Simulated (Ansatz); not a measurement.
Total density of states per atom from the program Ansatz at the r²SCAN level (PAW), in 0.25 eV bins, energy from the Fermi level:

```csv
E (eV),states/eV/atom
-7.85,0.25
-7.60,0.23
-7.35,0.17
-7.10,0.20
-6.85,0.26
-6.60,0.26
-6.35,0.26
-6.10,0.24
-5.85,0.27
-5.60,0.24
-5.35,0.23
-5.10,0.23
-4.85,0.27
-4.60,0.32
-4.35,0.27
-4.10,0.31
-3.85,0.22
-3.60,0.30
-3.35,0.22
-3.10,0.20
-2.85,0.36
-2.60,0.40
-2.35,0.44
-2.10,0.45
-1.85,0.48
-1.60,0.29
-1.35,0.28
-1.10,0.27
-0.85,0.35
-0.60,0.42
-0.35,0.28
-0.10,0.23
0.15,0.19
0.40,0.05
0.65,0.00
0.90,0.00
1.15,0.00
1.40,0.00
1.65,0.00
1.90,0.00
2.15,0.00
2.40,0.00
2.65,0.00
2.90,0.00
3.15,0.00
3.40,0.00
3.65,0.02
3.90,0.09
4.15,0.12
4.40,0.27
4.65,0.23
```

### Question
Which compound is it?
(A) SiC, P6_3mc (Pearson symbol hP16)
(B) LaOF, R-3m (La on 6c, O on 6c, F on 6c)
(C) B13C2, R-3m (B on 3b, B on 18h, B on 18h, C on 6c)
(D) SiC, zinc blende

### Answer
C, B13C2, R-3m (B on 3b, B on 18h, B on 18h, C on 6c). Within 0.5 eV of the Fermi level: B 2p 84 %, C 2p 9 %, B 2s 5 %. Projections are on Löwdin-orthogonalised atomic valence shells; empty p or d shells of many metals are not among them.

The first step of the workflow began from a Materials Project structure, measured or hypothetical; the Crystallography Open Database copy checked does not list it. Whether it is the stable phase at ambient conditions was not checked. The r²SCAN relaxation kept the symmetry of its start; its stability against distortions is not shown here.

Potentials: the later of the program's two PAW sets.
